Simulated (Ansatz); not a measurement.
# RuPb2Cl6: input and output

input.yaml (Ansatz 0.2.0)

```yaml
crystal:
  lattice:
    - [6.799847, 0.0, 0.0]
    - [-3.399924, 5.888846, 0.0]
    - [-3.399924, 1.962949, 5.76921]
  atoms:
    - { symbol: Ru, position: [0.5, 0.5, 0.5001] }
    - { symbol: Pb, position: [0.7657, 0.2343, 0.297] }
    - { symbol: Pb, position: [0.2343, 0.7657, 0.703] }
    - { symbol: Cl, position: [0.37217, 0.26833, 0.25641] }
    - { symbol: Cl, position: [0.73167, 0.84743, 0.25641] }
    - { symbol: Cl, position: [0.15257, 0.62783, 0.25641] }
    - { symbol: Cl, position: [0.62783, 0.73167, 0.74359] }
    - { symbol: Cl, position: [0.26833, 0.15257, 0.74359] }
    - { symbol: Cl, position: [0.84743, 0.37217, 0.74359] }
  symmetry: { tolerance: 0.0003 }
kpoints:
  mp_grid: { grid: [5, 5, 5], shift: [0, 0, 0] }
  band_path:
    path:
      - [0.0, 0.0, 0.0]
      - [0.0, 0.0, 0.5]
      - [0.51231051, -0.25615529, 0.24384471]
      - [0.74384436, -0.48768928, -0.24384459]
      - [0.49999981, 2.1e-07, 1.2e-07]
      - [0.0, 0.0, 0.0]
      - [0.74384436, -0.37192224, -0.37192224]
      - [0.62807743, -0.37192228, 6.0e-08]
      - [0.49999981, -0.50000009, 0.0]
      - [0.0, 0.0, 0.0]
    npoints: 6
magnetization:
  spin_polarized: false
scf:
  occupations: { method: gaussian, width: 0.0217 }
  lower_state_search: "off"
  max_iter: 200
hamiltonian:
  pseudopotentials: { kind: paw }
  xc: r2scan
basis:
  ecutwfc: 500
  fft_grid_basis: typed
output:
  forces: true
  stress: true
  eigenvalues: true
  bader: true
  populations: true
  elf: true
  write_potential: true
  volumetric_format: npy
  dos:
    e_range: [-12, 8]
    de: 0.05
    projected: { site_lists: { Cl: [Cl], Pb: [Pb], Ru: [Ru] } }
checkpoint:
  read: saved_state
```

The run starts from an earlier solution of this cell. 

Output (shortened):

```
Warning: the atoms were moved onto the symmetric positions of the space group found under crystal.symmetry.tolerance 3.0e-4 (fractional; no operation is sought that the atoms, as they stand in a round, miss by more than twice it, and no atom is moved by as much as it), and the run uses the moved positions.
Pseudopotentials: kind: paw
Pseudopotential: Ru, paw, valence charge 16, recommended cutoff 500 eV (meta_gga), Ru.paw.azcp
Pseudopotential: Pb, paw, valence charge 14, recommended cutoff 500 eV (meta_gga), Pb.paw.azcp
Pseudopotential: Cl, paw, valence charge 7, recommended cutoff 500 eV (meta_gga), Cl.paw.azcp
Functional definition: r2SCAN
  exchange = r2scan_x(k0 = k0, k1 = k1, a1 = a1)
  correlation = r2scan_c
Crystal: 9 atoms, lattice volume = 231.018 Å³
Basis set: ecut = 500 eV, 5919 PW (Γ), exchange–correlation on 200×200×216 points (64 copies of the dense FFT grid, shifted against one another)
Bands: 52, of which v1, the nominal top of the filled ones, is band 43 counted from 1 (42 counted from 0)
Symmetry: 6 space group operations
Space group: R-3 (ITA 148), of the structure as read, at distance tolerance 1.8e-3 Å
k-points: 23 of 125
Initial density: read from a saved state, or passed on in memory by an earlier SCF of this step, an earlier step, the calling program or the single point that the run made first
Functional: x = r2scan, c = r2scan; τ floored in thin density (d = 2e-4 eV/Å³)
Free energy (F): -36242.4660 eV
Harris-Foulkes:  -36242.4660 eV  (|F-HF|=3.17e-9)
Internal energy: -36242.4660 eV  (E = F + TS)
E sigma→0 (E₀):  -36242.4660 eV
Fermi energy:    6.9960 eV
--- Per-component energies (eV) ---
  E_band       = -606.6791
  E_kinetic    = 2052.8863
  E_local      = -6792.6751  (includes V_loc(G=0)·N_el)
  E_nonlocal   = 1219.7256
  E_hartree    = 2535.3026
  E_xc         = -1225.7284
  E_vxc        = -1362.5440  (∫ρ·V_xc dr)
  E_paw        = -28339.3461  (= ΣΔE_a)
  E_vpaw       = -875.5308  (= ΣTr[D̂ρ^β])
  E_aug_tail   = 0.0003  (compensation charges beyond the density's cutoff)
  E_vtau       = 80.8525  (kinetic-family band-sum trace: ∫τ·v_τ [+ j·A + Jᵃ·Aᵃ] dr)
  E_ewald      = -5693.4328
  E_core_change = 0.8016  (= ΣΔE_core)
  E_smearing   =  0.0000  (= −TS)
--- Forces (eV/Å), atoms counted from 1 ---
  atom   1  Ru     0.0000     0.0000     0.0000
  atom   2  Pb     0.0000     0.0000     0.3358
  atom   3  Pb     0.0000     0.0000    -0.3358
  atom   4  Cl    -1.0596     0.1339     0.1102
  atom   5  Cl     0.4138    -0.9846     0.1102
  atom   6  Cl     0.6458     0.8507     0.1102
  atom   7  Cl     1.0596    -0.1339    -0.1102
  atom   8  Cl    -0.4138     0.9846    -0.1102
  atom   9  Cl    -0.6458    -0.8507    -0.1102
--- Stress (GPa, compression-positive) ---
        3.8105       0.0000       0.0000
        0.0000       3.8105       0.0000
        0.0000       0.0000      -2.5804
  P = ⅓ Tr σ = 1.6802 GPa (16.802 kbar)
--- Löwdin populations: 9 sites ---
  site symbol       q [e]
     0     Ru     15.5793
     1     Pb     13.1299
     2     Pb     13.1299
     3     Cl      7.3066
     4     Cl      7.3066
     5     Cl      7.3066
     6     Cl      7.3066
     7     Cl      7.3066
     8     Cl      7.3066
  spilling = 0.0037 (of n_electrons = 86.0000)
--- Bader charges: 9 sites ---
  site symbol  charge [e]  shift [e]
     0     Ru      0.9250     0.0061
     1     Pb      1.3423     0.0002
     2     Pb      1.3423     0.0002
     3     Cl     -0.6016     0.0011
     4     Cl     -0.6016     0.0011
     5     Cl     -0.6016     0.0011
     6     Cl     -0.6016     0.0011
     7     Cl     -0.6016     0.0011
     8     Cl     -0.6016     0.0011
```

Origin: a known structure type with other elements, at an estimated volume, so it need not be a known compound.
